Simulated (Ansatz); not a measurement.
Ge$_{2}$Mo in space group Fddd (No. 70; Ge on 16f, Mo on 8a), PBEsol (plane waves, PAW; program Ansatz), all energies at zero smearing, with the estimated change up to a 700 eV cutoff added, with one set of potentials and settings (totals compare only within such a set). Cell of 6 atoms (4 Ge, 2 Mo): -26809.879 eV.

| element | reference phase | E (eV/atom) |
|---|---|---|
| Ge | Fd-3m, 2 atoms in the cell | -4253.5039 |
| Mo | Im-3m, 1 atoms in the cell | -4897.5018 |

Formation energy per atom, worked out: (-26809.879 − 4×(-4253.5039) − 2×(-4897.5018))/6 = -0.143 eV/atom (-14 kJ per mol of atoms), at 0 K, without zero-point energy or fitted corrections.

The cell is a constructed one: a structure type filled with these elements; neither database checked (COD, Materials Project) lists it. COD files the formula under space group No. 62. Whether it is the stable phase at ambient conditions was not checked. Symmetry was held in the PBEsol relaxation; whether a distortion lowers the energy is not shown. The run is not spin-polarised. The references are the lowest solids computed at this level, not always the standard phases.

Potentials: the earlier of the program's two PAW sets. The files were generated under PBE; for other functionals the program regenerates the frozen cores, and for LDA and PBEsol the local potential too.
